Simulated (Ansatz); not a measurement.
## Is this Nb₂SnB₂O structure a true minimum?

The structure comes from a generated guess, relaxed at this level; another structure or a mixture of phases may lie lower.

Method: Ansatz 0.2.0, DFT PBE, scalar-relativistic, plane waves, PAW. Cutoff 420 eV; k points 10×10×10 on the computed 6-atom cell (Γ-centred); Gaussian smearing, width 0.10 eV; no spin polarisation.

The cell below (6 atoms, space group I4/mmm (No. 139)) is relaxed within its symmetry.

```
CELL_PARAMETERS angstrom
-2.19135 2.19135 4.88433
2.19135 -2.19135 4.88433
2.19135 2.19135 -4.88433
ATOMIC_POSITIONS crystal
Nb 0.70137 0.70137 0.00000
Nb 0.29863 0.29863 0.00000
Sn 0.00000 0.00000 0.00000
B 0.75000 0.25000 0.50000
B 0.25000 0.75000 0.50000
O 0.50000 0.50000 0.00000
```

For the test a repeat of it with 12 atoms (edges 5.78, 5.78, 6.20 Å) was strained at random (σ = 1.5 % a component), the atoms were moved at random (σ = 0.15 Å), and all was relaxed again on a coarse 4×4×4 mesh (in the run’s order of axes) with 0.20 eV smearing, with no symmetry imposed.

**Question.** Is the structure stable against such a distortion?

**Answer.** It doesn't return. The energy falls by 33 meV/atom on that mesh, the volume changes by -4.1 %, and the end has space group Cmcm (No. 63) at a loose tolerance. Relaxed again on a 6×6×6 mesh with 0.10 eV smearing, the new structure lies 32 meV/atom below the first (mesh in the axes of the run's cell; the cell below is made exact in the group named). Space group Cmcm (No. 63), orthorhombic, a = 9.667 Å, b = 6.166 Å, c = 6.039 Å. Nb is surrounded by 1 O at 1.94 Å, 4 B at 2.28–2.29 Å and 1 Sn at 2.96 Å; Sn is surrounded by 4 B at 2.66 Å, 1 O at 2.93 Å and 2 Nb at 2.96 Å; around B lie 4 Nb at 2.28–2.29 Å and 2 Sn at 2.66 Å; O has 2 Nb at 1.94 Å and 1 Sn at 2.93 Å.

Space group Cmcm (No. 63). a = 9.667 Å, b = 6.166 Å, c = 6.039 Å, α = 90.00°, β = 90.00°, γ = 90.00°
| atom | site | symmetry | x | y | z |
| --- | --- | --- | --- | --- | --- |
| Nb | 8g | ..m | 0.3048 | 0.2201 | 0.7500 |
| Sn | 4c | m2m | 0.5000 | 0.6734 | 0.7500 |
| B | 8e | 2.. | 0.8021 | 0.0000 | 0.5000 |
| O | 4c | m2m | 0.5000 | 0.1482 | 0.7500 |
